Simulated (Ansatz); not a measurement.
According to the program Ansatz at the r²SCAN level (PAW), AlN in the cubic phase (Pm-3n; Al on 6c, N on 6d) relaxes to a = 5.329 Å. Its formation energy from the elements is -1.49 eV/atom, with no fitted shifts.

The Kohn–Sham gap is 3.01 eV (direct). The valence maximum lies at Γ and the conduction minimum at Γ. The screened hybrid HSE06 puts the gap at 3.96 eV. Electrons at the band edge weigh 0.33 mₑ (isotropic).

The bulk modulus is 170 GPa. The relaxed-ion elastic constants in GPa are C11 = 369, C12 = 71.2, C44 = 53.0. The elastic constants imply a Debye temperature near 784 K. Bader charges are Al +2.49, N -2.49 e.

The start of the workflow was typed in or built on a structure type; neither database checked (COD, Materials Project) lists it. It is not the phase usual at ambient conditions (space group No. 186, 216). The cell was relaxed with r²SCAN under the symmetry of its start; whether a distortion lowers the energy is not shown. The references are the lowest solids computed at this level, not always the standard phases (solids in place of the gases).

Potentials: the later of the program's two PAW sets.
